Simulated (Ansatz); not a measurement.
## Squeezing Ca (sc type)

```
Ca
1.0
     3.46209    0.00000    0.00000
     0.00000    3.46209    0.00000
     0.00000    0.00000    3.46209
Ca
1
Direct
  0.00000 0.00000 0.00000
```

The cell comes from a relaxation on PAW files under the same functional, begun from a prototype that needn't be the stable phase.

Its volume is scaled at fixed shape and fractional positions.

Computed with Ansatz 0.2.0; functional PBEsol, scalar-relativistic. Settings: a Γ-centred 11×11×11 k mesh, Fermi–Dirac smearing of 0.08 eV, no spin polarisation. Methods: LAPW: all electrons, basis error target 1 meV/atom; PAW: frozen-core files, cutoff 420 eV; crystal datasets: all electrons, by PAW datasets that the program makes for each cell; norm-conserving: pseudopotentials, cutoff 925 eV; PAW (cutoff 250 eV): frozen-core files, cutoff 250 eV.

Energies are extrapolated to zero smearing and count from the unscaled cell; pressure is positive in compression; gaps take the mesh and a band path. No temperature or zero-point motion is included.

The PAW files were made under PBE. The structure type is held throughout; the real material can change phase at far lower pressure.

```tsv
V/V0	V (Å³/atom)	P LAPW (GPa)	ΔE LAPW (eV/atom)	P PAW − LAPW (GPa)	ΔE PAW − LAPW (meV/atom)
1.00	41.50	0.03	0.000	0.00	0.0
0.90	37.35	1.43	0.017	0.00	0.0
0.80	33.20	3.56	0.078	0.00	0.1
0.70	29.05	6.92	0.207	0.00	0.2
0.60	24.90	12.95	0.452	0.00	0.3
0.50	20.75	?	?	?	?
0.40	16.60	46.7	1.825	-0.01	0.7
```

Question: Fit the Vinet equation to the LAPW pressures shown (residuals weighted by 1/(|P| + 0.03·Pmax)), and predict the pressure of the withheld row.

Answer: The fit gives V0 = 41.68 Å³/atom, B0 = 10 GPa and B0′ = 3.88. At 20.75 Å³/atom, x = (V/V0)^(1/3) = 0.7926, and P = 3·B0·(1 − x)/x²·exp[1.5·(B0′ − 1)·(1 − x)] = 24.3 GPa. The run itself gave 24.9 GPa (-2.1 % off) and ΔE = 0.926 eV/atom.

Question: At the smallest volume, how far do crystal datasets and norm-conserving and PAW (cutoff 250 eV) lie from LAPW in pressure?

Answer: crystal datasets: 0.00 GPa; norm-conserving: -0.18 GPa; PAW (cutoff 250 eV): +1.56 GPa, on a LAPW pressure of 46.7 GPa.
